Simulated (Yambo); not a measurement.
TlAlF4 (space group P4/mmm, No. 123), G0W0@LDA in Yambo with this input:

```
rim_cut
gw0
dyson
el_el_corr
HF_and_locXC
ppa
em1d
RandQpts= 1000000
RandGvec= 1 Ry
EXXRLvcs= 84 Ry
VXCRLvcs= 336 Ry
Chimod= "HARTREE"
% BndsRnXp
 1 | 160 |
%
NGsBlkXp= 8 Ry
% LongDrXp
 1.0 | 1.0 | 1.0 |
%
PPAPntXp= 27.2114 eV
% GbndRnge
 1 | 160 |
%
GTermKind= "BG"
DysSolver= "n"
ExtendOut
```

On a 4×4×2 mesh, with wavefunctions cut at 84 Ry, the gap (R → X) is 6.955 eV and the valence edge shifts by -1.852 eV.

### Question
What happens with this change: wavefunctions cut at 10 Ry?

### Answer
The gap falls by 0.703 eV, to 6.252 eV; the shift of the valence edge becomes -1.044 eV. Neither run is shown to be the converged limit.

The standard potential for Tl keeps a d shell in the valence without the s and p states of that shell. In tests on such compounds this moved G0W0 gaps by up to about 0.9 eV, so absolute quasiparticle energies here are unreliable; differences between settings are what counts.

Spin-orbit coupling is not included.

Geometry of the Materials Project entry, not relaxed at this level; primitive cell a = b = 3.6360 Å, c = 6.3056 Å, α = β = γ = 90.00°.

A shift is the quasiparticle energy of the state minus its LDA energy.
